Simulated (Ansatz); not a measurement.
AlGe$_{2}$N:
```
CELL_PARAMETERS angstrom
      1.80143     1.04006     6.10668
     -1.80143     1.04006     6.10668
      0.00000    -2.08012     6.10668
ATOMIC_POSITIONS crystal
  Al 0.02145 0.02145 0.02145
  N  0.12395 0.12395 0.12395
  Ge 0.48565 0.48565 0.48565
  Ge 0.61898 0.61898 0.61898
```

Relaxed with r²SCAN.

Task: Give the Bader charges and basin volumes of the independent atoms, plane-wave PAW r²SCAN (Ansatz code).

Result: 

| atom | Bader charge (e) | Bader volume (Å³) |
|---|---|---|
| Al1 | +2.01 | 6.8 |
| N2 | -1.64 | 16.1 |
| Ge3 | +1.01 | 16.6 |
| Ge4 | -1.38 | 29.1 |

Space group R3m. The start of the workflow was typed in or built on a structure type; neither database checked (COD, Materials Project) lists it. Whether it is the stable phase at ambient conditions was not checked. Symmetry was held in the r²SCAN relaxation; whether a distortion lowers the energy is not shown. The volume moved by 16 % from the start of the relaxation. Its formation energy is positive at this level, so the cell may be metastable or incomplete.

Potentials: the earlier of the program's two PAW sets. The files were generated under PBE; for other functionals the program regenerates the frozen cores, and for LDA and PBEsol the local potential too.
